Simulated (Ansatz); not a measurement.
Method: DFT PBE, scalar-relativistic, plane waves, PAW in Ansatz 0.2.0. All cells share a 420 eV cutoff and Γ-centred k meshes spaced at most about 0.3 Å⁻¹ (about 0.25 or finer for metals, 2π included). No spin polarisation in the final relaxations.

Temperature and zero-point effects are left out. All come from trial cells, and lower structures may exist.

Task: These unrelaxed guesses for HfTe2W2 are each relaxed within their symmetry. Order them by the energy at which they end, lowest first.
A.

```
Hf Te W
1.0
     4.53256    0.00000    0.00000
    -2.26628    3.92531    0.00000
     0.00000    0.00000    8.00896
Hf Te W
1 2 2
Direct
  0.00000 0.00000 0.00000
  0.66667 0.33333 0.37612
  0.33333 0.66667 0.62388
  0.66667 0.33333 0.72595
  0.33333 0.66667 0.27405
```

B.

```
Hf Te W
1.0
     4.63714    0.00000    0.00000
     0.00000    4.63714    0.00000
     0.00000    0.00000    6.29014
Hf Te W
1 2 2
Direct
  0.00000 0.00000 0.00000
  0.00000 0.50000 0.50000
  0.50000 0.00000 0.50000
  0.50000 0.50000 0.24000
  0.50000 0.50000 0.76000
```

C.

```
Hf Te W
1.0
     4.13941    0.00000    0.00000
    -2.06970    3.58483    0.00000
     0.00000    0.00000    8.17903
Hf Te W
1 2 2
Direct
  0.00000 0.00000 0.50000
  0.00000 0.00000 0.84530
  0.00000 0.00000 0.15470
  0.33333 0.66667 0.34213
  0.66667 0.33333 0.65787
```

D.

```
Hf Te W
1.0
    -2.32760    2.32760    5.41481
     2.32760   -2.32760    5.41481
     2.32760    2.32760   -5.41481
Hf Te W
1 2 2
Cartesian
  0.0000 0.0000 0.0000
  0.0000 2.3276 2.7074
  2.3276 0.0000 2.7074
  0.0000 0.0000 6.6634
  0.0000 0.0000 4.1662
```

Result: C (ends in P-3m1, 0 meV/atom), A (ends in P-3m1, 229 meV/atom), D (ends in I4/mmm, 0.47 eV/atom), B (ends in P4/mmm, 0.57 eV/atom). Even the lowest end lies +0.27 eV/atom against the elements.

No dispersion correction is applied, so the spacing and binding between layers, chains or molecules are poorly described (P-3m1 at 25.0 Å³/atom, P-3m1 at 27.1 Å³/atom), and this can change margins and order among such cells. These runs have no spin–orbit coupling, which can matter for Hf, Te and W. Cells relaxed within their symmetry can be saddle points. Some candidate types were left out of the draw beforehand, so a known form may be missing.
